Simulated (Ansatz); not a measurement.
# 5 guesses for Er₄Cl and where they end

All numbers below come from Ansatz 0.2.0, DFT PBE, scalar-relativistic, plane waves, PAW, and for the lanthanide a 4f-in-core norm-conserving potential. Settings: cutoff 770 eV, Γ-centred meshes spaced at most about 0.3 Å⁻¹, and about 0.25 Å⁻¹ or finer for metals (2π included), Gaussian smearing. No spin polarisation in the final relaxations.

Each guess was relaxed in cell and atoms at zero pressure, within the symmetry of its start. All energies are static (0 K, no zero-point motion). Coordination counts Er atoms around Cl (those within 1.25 times the shortest such distance or 1.15 times the sum of covalent radii, 1.27 where that leaves under three; a plus sign parts nearer from farther groups; the shortest distance is added where it exceeds 1.18 times the sum of covalent radii).

```
guess    made from  start group  V start (Å³/atom)  end group  V end (Å³/atom)  coordination at the end  gap on mesh (eV)  E over the lowest end (meV/atom)
    1    Co4N type        Pm-3m               24.8      Pm-3m             28.0                     Cl 6                 0                                 0
    2  random cell       P4/mmm               29.2     P4/mmm             36.9          Cl 8 from 4.1 Å                 0                              1227
    3    GeF4 type        I-43m               31.9          ?                ?                        ?                 ?                                 ?
    4  random cell       P6/mmm               30.0     P6/mmm             39.3                   Cl 2+6                 0                               991
    5  random cell        Pm-3m               28.3      Pm-3m             37.3       Cl 12+8 from 4.0 Å                 0                              1122
```

Guess 3 as it starts:

```
Er Cl
1.0
    -3.41540    3.41540    3.41540
     3.41540   -3.41540    3.41540
     3.41540    3.41540   -3.41540
Er Cl
4 1
Direct
  0.34960 0.34960 0.34960
  0.65040 0.00000 0.00000
  0.00000 0.00000 0.65040
  0.00000 0.65040 0.00000
  0.00000 0.00000 0.00000
```

Task: Predict the end of this guess and its energy over the lowest end.

Result: It ends in space group Im-3m (No. 229), with a = 6.626 Å, 29.1 Å³/atom and no gap. It lies 0.58 eV/atom over the lowest end, above guess 1 and below guess 4. Counting Er atoms around Cl, this end has Cl 8 and the lowest (guess 1) has Cl 6.

```yaml
crystal:
  lattice:
    - [-3.31305, 3.31305, 3.31305]
    - [3.31305, -3.31305, 3.31305]
    - [3.31305, 3.31305, -3.31305]
  atoms:
    - { symbol: Er, position: [0.50000, 0.50000, 0.50000] }
    - { symbol: Er, position: [0.50000, 0.00000, 0.00000] }
    - { symbol: Er, position: [0.00000, 0.00000, 0.50000] }
    - { symbol: Er, position: [0.00000, 0.50000, 0.00000] }
    - { symbol: Cl, position: [0.00000, 0.00000, 0.00000] }
```

Formation energies are uncorrected and refer to the elements' standard structures at the same level (Cl₂ as a molecule).

Task: Is the lowest end bound against the elements?

Result: Yes: its formation energy is −0.41 eV/atom. A negative formation energy is needed for stability but isn't enough: competing phases decide.

A magnetic state wasn't ruled out in cells without spin, among them Pm-3m at 28.0 Å³/atom, Im-3m, P6/mmm, Pm-3m at 37.3 Å³/atom, P4/mmm. Cells relaxed within their symmetry can be saddle points. A lower structure may well exist outside this small set. Some structure types and database cells were kept out of the candidates from the start, so a known form may be missing.

The lanthanide is trivalent by construction, without f bands, f moments or other valences. The reference runs of the other elements, and any phases without the lanthanide, used 420 eV, which shifts energies against them by under 10 meV/atom. The lanthanide's reference is the lowest of its hcp, dhcp and fcc cells.
